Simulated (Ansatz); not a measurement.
Notes on Sr3Li4Cu4

```
CELL_PARAMETERS angstrom
0.00000 4.42081 0.00000
0.00000 0.00000 6.79428
7.17477 2.21041 -3.39714
ATOMIC_POSITIONS crystal
Sr 0.50000 0.00000 0.00000
Cu 0.00000 0.31200 0.00000
Cu 0.00000 0.68800 0.00000
Cu 0.28800 0.21200 0.42400
Cu 0.71200 0.78800 0.57600
Sr 0.36900 0.63100 0.26200
Sr 0.63100 0.36900 0.73800
Li 0.82000 0.37000 0.36000
Li 0.18000 0.01000 0.64000
Li 0.82000 0.99000 0.36000
Li 0.18000 0.63000 0.64000
```

Single point in Ansatz 0.2.0 with PBE, with U = 2.88 eV and J = 0.55 eV on Cu d (all-electron-ortho-atomic projectors), no spin polarisation. Cutoff 420 eV, PAW datasets, 6×6×6 Γ-centred k mesh, gaussian filling (width 0.133 eV).

(1) What happens at the Fermi level?

(2) Describe some of the short contacts.

(3) Is the cell too large or too small?

(4) Which atom feels the largest force, and which way?

Origin: a known structure type with other elements, at an estimated volume, so it need not be a known compound. Caveats: a Hubbard term without moments, so a magnetic state may lie lower.

Answers

(1) It is a metal, with about 4.9 states/eV a cell as the mean within 0.25 eV of the Fermi level.

(2) Cu–Cu at 2.55 Å: least valence density 0.27 e/Å³ and ELF 0.24 there. Li–Li at 2.58 Å: least valence density 0.08 e/Å³ and ELF 0.15 there. Cu–Li at 2.60 Å: least valence density 0.11 e/Å³ and ELF 0.05 there. These are pseudo-fields; inside the PAW spheres they differ from the all-electron ones.

(3) The pressure is 5.8 GPa (compression positive), so with the atoms held at these fractions the cell would first expand. The principal stresses 4.8, 6.2, 6.4 GPa differ, so its shape would change too.

(4) The largest is on Sr6 (and as large on other atoms): 0.46 eV/Å, components (-0.46, 0.00, 0.00). It makes 155° with the line to a nearest neighbour, Li9 at 3.00 Å, pointing away from it.
